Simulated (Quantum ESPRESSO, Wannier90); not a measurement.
**Mg (bcc (W type), model phase), plane waves to Wannier functions**

```yaml
crystal:
  lattice:
    - [-1.77276, 1.77276, 1.77276]
    - [1.77276, -1.77276, 1.77276]
    - [1.77276, 1.77276, -1.77276]
  atoms:
    - { symbol: Mg, position: [0.00000, 0.00000, 0.00000] }
```

Cell from Materials Project (mp-110), symmetrised, no further relaxation. This isn't the element's usual structure (hcp); take it as a model of another phase. Method: PBEsol plane waves in Quantum ESPRESSO 7.5 (PseudoDojo norm-conserving files, 68 Ry, no spin polarisation, no spin-orbit coupling), Bloch states on a 12×12×12 mesh through Γ, Wannier90 4.0.1. Density: 16×16×16 mesh, cold smearing 0.01 Ry.

The plane-wave run has 14 bands and 10 electrons a cell. On the energy scale of pw.x, whose zero is arbitrary, the Fermi level lies at 5.84 eV.

Isolated groups of bands, relative to the Fermi level (bands from 5 on overlap up to the last one computed):

```csv
bands,from (eV),to (eV),filling,weight on atomic waves
1,-75.79,-75.79,filled,Mg 2s 100 %
2–4,-42.75,-42.71,filled,Mg 2p 100 %
```

Input w.win, without the blocks of cell, atoms and k-points (1728 lines):

```
num_bands = 10
num_wann = 4
exclude_bands = 1-4
num_iter = 1000
conv_tol = 1.0e-6
conv_window = 4
dis_num_iter = 1000
dis_conv_tol = 1.0e-6
dis_froz_max = 10.10
write_hr = true
write_u_matrices = true
begin projections
f=0.01251,0.00114,-0.00718: s;p
end projections
mp_grid = 12 12 12
```

wannier90.x stops with:
```
dis_windows: More states in the frozen window than target WFs
```
At some k-point more bands lie below dis_froz_max than there are Wannier functions, and every frozen state has to fit into the subspace. Mended as below, all else unchanged, the run goes through (Ω_I = 6.4 Å²) and follows the plane-wave bands to 24 meV rms (states up to 1.0 eV relative to the Fermi level).
```
dis_froz_max = 7.34
```
